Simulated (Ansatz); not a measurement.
Hg:
```
Hg
1.0
    3.11629     0.00000     0.00000
    0.00000     3.11629     0.00000
    0.00000     0.00000     3.11629
Hg
1
Cartesian
  0.00000   0.00000   0.00000
```

Relaxed with PBE. Special points in fractions of this cell's reciprocal vectors: Γ (0.000, 0.000, 0.000); X (0.000, 0.500, 0.000); M (0.500, 0.500, 0.000); R (0.500, 0.500, 0.500).

Q: List the band energies nearest the Fermi level at these points for the program Ansatz at the PBE level (PAW).

A: In eV from the Fermi level; about four levels below and three above (degenerate sets whole), none deeper than 8.9 eV; … stands for higher levels left out; points with the same levels are listed once.

| k | below | above |
|---|---|---|
| Γ | -7.49 -7.49 -5.83 -5.83 -5.83 | … |
| X | -6.34 -6.34 -5.78 -2.89 -1.21 | … |
| M | -7.10 -6.26 -6.26 -5.33 | 0.17 1.63 1.63 |
| R | -7.06 -7.06 -7.06 -5.30 -5.30 | 3.59 … |

Space group Pm-3m (simple cubic). The cell is a constructed one: a structure type filled with these elements; neither database checked (COD, Materials Project) lists it. It is not the usual solid phase (space group No. 166). The PBE relaxation kept the symmetry of its start; its stability against distortions is not shown here. The substance is a gas or liquid at ambient conditions. Scalar-relativistic: spin–orbit coupling is off unless named, which matters more the heavier the elements.

Potentials: the later of the program's two PAW sets.
